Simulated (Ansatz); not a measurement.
Structure: Ga₄P₃N as one 8-atom ordering (I-42m) on the zincblende lattice, at its r2SCAN minimum. It is tetragonal, I-42m (No. 121); conventional cell a = 5.224 Å, c = 10.338 Å, 17.63 Å³ an atom. N has 4 Ga at 2.00 Å; Ga has 1 N at 2.00 Å and 3 P at 2.33–2.39 Å; P has 4 Ga at 2.33 Å; P has 4 Ga at 2.39 Å.

```cif
data_structure
_symmetry_space_group_name_H-M 'I-42m'
_symmetry_Int_Tables_number 121
_cell_length_a 5.2242
_cell_length_b 5.2242
_cell_length_c 10.3380
_cell_angle_alpha 90.000
_cell_angle_beta 90.000
_cell_angle_gamma 90.000
_cell_volume 282.14
loop_
_atom_site_label
_atom_site_type_symbol
_atom_site_symmetry_multiplicity
_atom_site_Wyckoff_symbol
_atom_site_fract_x
_atom_site_fract_y
_atom_site_fract_z
_atom_site_occupancy
N1 N 2 a 0.00000 0.00000 0.00000 1
Ga1 Ga 8 i 0.28114 0.28114 0.38559 1
P1 P 4 d 0.50000 0.00000 0.25000 1
P2 P 2 b 0.50000 0.50000 0.00000 1
```

4 runs of the plane-wave code Ansatz on this cell differ in the functional (and in the settings that go with it). Levels are in eV from each run's valence top; v1 is the last filled band, c1 the first empty one.

Run A, mean stress 0.0 GPa (compression positive):

| point | v4 | v3 | v2 | v1 | c1 | c2 |
| --- | --- | --- | --- | --- | --- | --- |
| Γ | -2.70 | -0.01 | -0.01 | 0.00 | 1.23 | 2.65 |
| X | -1.03 | -0.64 | -0.63 | -0.49 | 1.42 | 3.38 |
| P | -1.43 | -1.43 | -0.59 | -0.53 | 2.21 | 3.42 |

Run B, mean stress +3.0 GPa (compression positive):

| point | v4 | v3 | v2 | v1 | c1 | c2 |
| --- | --- | --- | --- | --- | --- | --- |
| Γ | -2.58 | -0.01 | 0.00 | 0.00 | 0.90 | 2.35 |
| X | -0.99 | -0.60 | -0.60 | -0.46 | 1.12 | 2.93 |
| P | -1.38 | -1.38 | -0.56 | -0.50 | 1.94 | 3.01 |

Run C, mean stress +0.2 GPa (compression positive):

| point | v4 | v3 | v2 | v1 | c1 | c2 |
| --- | --- | --- | --- | --- | --- | --- |
| Γ | -2.84 | -0.01 | -0.01 | 0.00 | 2.34 | 3.85 |
| X | -1.09 | -0.65 | -0.61 | -0.50 | 2.61 | 4.56 |
| P | -1.47 | -1.47 | -0.61 | -0.54 | 3.43 | 4.68 |

Run D, mean stress +0.4 GPa (compression positive):

| point | v4 | v3 | v2 | v1 | c1 | c2 |
| --- | --- | --- | --- | --- | --- | --- |
| Γ | -2.81 | -0.01 | -0.01 | 0.00 | 1.69 | 3.17 |
| X | -1.07 | -0.64 | -0.61 | -0.49 | 1.95 | 3.89 |
| P | -1.45 | -1.45 | -0.60 | -0.53 | 2.76 | 3.99 |

Problem. Match the runs to PBE, r2SCAN, HSE06, PBE0.

Solution. A is r2SCAN, B is PBE, C is PBE0, D is HSE06. In order of the gap: PBE 0.90, r2SCAN 1.23, HSE06 1.69, PBE0 2.34 eV.

All values are calculated for a non-magnetic cell, which may be hypothetical.

The stress of a hybrid is loosely converged in these runs.

The meshes of the hybrids are coarse, so their gaps aren't converged to the digits shown.
